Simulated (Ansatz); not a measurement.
HfTeSe in space group P3m1 (No. 156; Hf on 1a, Te on 1c, Se on 1b), the program Ansatz at the LDA level (PAW), all energies at zero smearing, with the estimated change up to a 700 eV cutoff added, with one set of potentials and settings (totals compare only within such a set). Cell of 3 atoms (1 Hf, 1 Te, 1 Se): -27690.510 eV.

| element | reference phase | E (eV/atom) |
|---|---|---|
| Hf | P6_3/mmc, 2 atoms in the cell | -15476.8591 |
| Te | P3_121, 3 atoms in the cell | -6827.2001 |
| Se | P3_121, 3 atoms in the cell | -5383.2604 |

Formation energy per atom, worked out: (-27690.510 − 1×(-15476.8591) − 1×(-6827.2001) − 1×(-5383.2604))/3 = -1.064 eV/atom (-103 kJ per mol of atoms), at 0 K, without zero-point energy or fitted corrections.

The workflow started from a Materials Project entry (that database holds measured and hypothetical structures alike); the Crystallography Open Database copy checked does not list it. Whether it is the stable phase at ambient conditions was not checked. The cell was relaxed with LDA under the symmetry of its start; its stability against distortions is not shown here. No spin polarisation was allowed. A crystal of weakly bound layers computed without a dispersion correction: the cell and the soft elastic constants depend strongly on that. The references are the lowest solids computed at this level, not always the standard phases. Scalar-relativistic: spin–orbit coupling is off unless named, which matters more the heavier the elements.

Potentials: the later of the program's two PAW sets.
